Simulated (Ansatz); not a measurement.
Relaxed-ion elastic tensor of Mg2Si (fluorite or antifluorite type, space group No. 225) in GPa (Voigt order), PBE (plane waves, PAW; program Ansatz); density 1.98 g/cm³, 21.48 Å³ per atom.

```
 116  23.1  23.1   0.0   0.0   0.0
23.1   116  23.1   0.0   0.0   0.0
23.1  23.1   116   0.0   0.0   0.0
 0.0   0.0   0.0  44.8   0.0   0.0
 0.0   0.0   0.0   0.0  44.8   0.0
 0.0   0.0   0.0   0.0   0.0  44.8
```

**Question.** Is the crystal mechanically stable?

**Answer.** Yes: the smallest eigenvalue of C is 44.8 GPa.

**Question.** Work out the Voigt, Reuss and Hill averages.

**Answer.** K_V = 54.2, K_R = 54.2, K_H = 54.2; G_V = 45.5, G_R = 45.5, G_H = 45.5 GPa.

**Question.** Give Young's modulus, Poisson's ratio, Pugh's ratio and the universal anisotropy index.

**Answer.** E = 9KG/(3K + G) = 107 GPa; ν = 0.17; K/G = 1.19 (brittle by the Pugh limit of 1.75); A_U = 5G_V/G_R + K_V/K_R − 6 = 0.00.

**Question.** Estimate the sound speeds and the Debye temperature.

**Answer.** v_l = √((K + 4G/3)/ρ) = 7620 m/s, v_t = √(G/ρ) = 4800 m/s, mean 5280 m/s; Θ = (h/k)(3n/4πV)^(1/3) v_m = 566 K.

**Question.** Give the Zener ratio and Young's modulus along [100], [110] and [111].

**Answer.** A = 2C44/(C11 − C12) = 0.96; 1/E = S11 − 2(S11 − S12 − S44/2)Γ with Γ = 0, 1/4, 1/3 gives 109, 106, 105 GPa.

**Question.** Solve the Christoffel equation for the three sound speeds along [100], [110], [111].

**Answer.** Eigenvalues of C_ijkl n_j n_l equal ρv². In km/s, slowest first: [100] 4.76, 4.76, 7.67; [110] 4.76, 4.85, 7.61; [111] 4.82, 4.82, 7.59.

Space group Fm-3m (fluorite or antifluorite type). The cell was relaxed with PBE under the symmetry of its start; phonons on a q-mesh show no instability.

Potentials: the later of the program's two PAW sets.
